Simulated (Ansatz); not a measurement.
## 4 guesses for Nd2Sb2Rh and where they end

All numbers below come from Ansatz, DFT PBE, scalar-relativistic, plane waves, PAW, and for the lanthanide a 4f-in-core norm-conserving potential. Settings: cutoff 660 eV, Γ-centred meshes spaced at most about 0.3 Å⁻¹, and about 0.25 Å⁻¹ or finer for metals (2π included), Gaussian smearing. Collinear spin in cells that started with moments and kept them past the coarse steps, no spin elsewhere.

Each guess was relaxed in cell and atoms at zero pressure, within the symmetry of its start. Temperature and zero-point effects are left out. Coordination counts Sb atoms around Nd and Rh (those within 1.25 times the shortest such distance or 1.15 times the sum of covalent radii, 1.27 where that leaves under three; a plus sign parts nearer from farther groups; the shortest distance is added where it exceeds 1.18 times the sum of covalent radii; a slash parts the counts of unlike sites).

```tsv
guess	made from	start group	V start (Å³/atom)	end group	V end (Å³/atom)	coordination at the end	gap on mesh (eV)	largest moment (μB)	E over the lowest end (meV/atom)
1	random cell	P6/mmm	25.5	P6/mmm	38.9	Nd 6, Rh 2	0	0.1	863
2	YbMn2As2 type	P-3m1	29.0	P-3m1	28.2	Nd 3+1, Rh 6	0	-	0
3	CeMg2Si2 type	P4/mmm	28.8	P4/mmm	29.3	Nd 4, Rh 8 from 3.5 Å	0	0.0	774
4	random cell	P4/mmm	28.7	?	?	?	?	?	?
```

Guess 4 as it starts:

```cif
data_structure
_symmetry_space_group_name_H-M 'P4/mmm'
_symmetry_Int_Tables_number 123
_cell_length_a 4.3413
_cell_length_b 4.3413
_cell_length_c 7.6167
_cell_angle_alpha 90.000
_cell_angle_beta 90.000
_cell_angle_gamma 90.000
_cell_volume 143.55
loop_
_atom_site_label
_atom_site_type_symbol
_atom_site_symmetry_multiplicity
_atom_site_Wyckoff_symbol
_atom_site_fract_x
_atom_site_fract_y
_atom_site_fract_z
_atom_site_occupancy
Nd1 Nd 1 b 0.00000 0.00000 0.50000 1
Nd2 Nd 1 c 0.50000 0.50000 0.00000 1
Sb1 Sb 2 h 0.50000 0.50000 0.27709 1
Rh1 Rh 1 a 0.00000 0.00000 0.00000 1
```

**Question.** Fill in the missing row: what does this guess relax into, and where does it rank?

**Answer.** It ends in space group P4/mmm (No. 123), with a = 4.073 Å, c = 9.298 Å, 30.9 Å³/atom and no gap, without spin. It lies 180 meV/atom over the lowest end, above guess 2 and below guess 3. Counting Sb atoms around Nd and Rh, this end has Nd 2/8, Rh 8 from 4.3 Å and the lowest (guess 2) has Nd 3+1, Rh 6. This end holds Sb–Sb pairs (shortest 2.90 Å); in the lowest (guess 2) the shortest Sb–Sb distance is 3.37 Å, near bonding range too.

```xyz
5
Lattice="4.0734 0.0000 0.0000 0.0000 4.0734 0.0000 0.0000 0.0000 9.2978" Properties=species:S:1:pos:R:3 pbc="T T T"
Nd    0.0000    0.0000    4.6489
Nd    2.0367    2.0367    0.0000
Sb    2.0367    2.0367    3.2010
Sb    2.0367    2.0367    6.0968
Rh    0.0000    0.0000    0.0000
```

The zero of energy is the elements' standard structures at the same level; no fitted shifts are applied.

**Question.** Is the lowest end bound against the elements?

**Answer.** Yes: its formation energy is −0.46 eV/atom. A negative formation energy is needed for stability but isn't enough: competing phases decide.

Spin–orbit coupling, which can matter for Sb, is left out. The magnetic state reached may not be the lowest. Cells relaxed within their symmetry can be saddle points. A lower structure may well exist outside this small set. Some types were kept out of the candidates beforehand, so the set may lack a known form.

The lanthanide is trivalent by construction, without f bands, f moments or other valences. The reference runs of the other elements, and any phases without the lanthanide, used 420 eV, which shifts energies against them by under 10 meV/atom. The lanthanide's reference is the lowest of its hcp, dhcp and fcc cells.
